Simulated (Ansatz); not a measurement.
Data:

ZnWO4:
```
CELL_PARAMETERS angstrom
      4.66447     0.00000     0.00000
      0.00000     5.71521     0.00000
     -0.05030     0.00000     4.90797
ATOMIC_POSITIONS crystal
  Zn 0.50000 0.67789 0.75000
  Zn 0.50000 0.32211 0.25000
  W  0.00000 0.18135 0.75000
  W  0.00000 0.81865 0.25000
  O  0.78300 0.10572 0.06514
  O  0.21700 0.89428 0.93486
  O  0.21700 0.10572 0.43486
  O  0.78300 0.89428 0.56514
  O  0.74259 0.37611 0.59701
  O  0.25741 0.62389 0.40299
  O  0.25741 0.37611 0.90299
  O  0.74259 0.62389 0.09701
```

This is the PBEsol-relaxed structure. Tensor components refer to the Cartesian frame of this cell.

Problem. All from the program Ansatz at the PBEsol level (PAW), unless another level is named. Predict the electronic dielectric constant ε∞ (DFPT).

Solution. 5.28 (xx), 5.13 (yy), 5.89 (zz).

Problem. Next, the static dielectric constant ε0 (ions relaxed, cell fixed)?

Solution. 18.7 (xx), 15.4 (yy), 22.8 (zz).

Problem. Predict the Born charges (a third of the trace).

Solution. Zn +2.90, W +6.19, O -2.37 to -2.17 e.

Space group P2/c. The first step of the workflow began from a Materials Project structure, measured or hypothetical; the Crystallography Open Database files this formula in space group No. 13, but the cells were not matched. Whether it is the stable phase at ambient conditions was not checked. Symmetry was held in the PBEsol relaxation; whether a distortion lowers the energy is not shown. No spin polarisation was allowed. No Hubbard U is applied. Spin–orbit coupling is left out wherever it is not named.

Potentials: the later of the program's two PAW sets.
